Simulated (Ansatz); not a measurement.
SnPbSe2:
Space group R-3m, hexagonal axes (No. 166); a = b = 4.2585 Å, c = 20.8859 Å, α = β = 90.00°, γ = 120.00°

| atom | site | symmetry | x | y | z |
|---|---|---|---|---|---|
| Sn | 3b | -3m | 0.0000 | 0.0000 | 0.5000 |
| Pb | 3a | -3m | 0.0000 | 0.0000 | 0.0000 |
| Se | 6c | 3m | 0.0000 | 0.0000 | 0.2472 |
(The calculation used a cell of 4 atoms; values per cell refer to that cell.)

Relaxed at zero pressure with DFT-PBEsol in the program Ansatz with PAW potentials.

The volume is lowered by 3 % and shape and atoms relax at that volume. What pressure results, and how do the axes share the change?

1.8 GPa; a -1.0 %, b -1.0 %, c -1.0 %; the energy rises by 5 meV/atom.

Give the new structure.


Space group R-3m, hexagonal axes (No. 166); a = 4.215 Å, b = 4.215 Å, c = 20.684 Å, α = 90.00°, β = 90.00°, γ = 120.00°

```csv
atom,site,symmetry,x,y,z
Sn,3b,-3m,0.0000,0.0000,0.5000
Pb,3a,-3m,0.0000,0.0000,0.0000
Se,6c,3m,0.0000,0.0000,0.2471
```

The phase is kept; no other phase was compared at this pressure.

The workflow started from a Materials Project entry (that database holds measured and hypothetical structures alike); the Crystallography Open Database copy checked does not list it. With Sn and Pb taken as one species the cell has the higher symmetry Fm-3m, so it may be an ordered model of a mixed-site phase. Its standing as an ambient phase is unchecked. The PBEsol relaxation kept the symmetry of its start; of distortions, only those at the zone centre were tested. Spin–orbit coupling is left out wherever it is not named.

Potentials: the later of the program's two PAW sets.
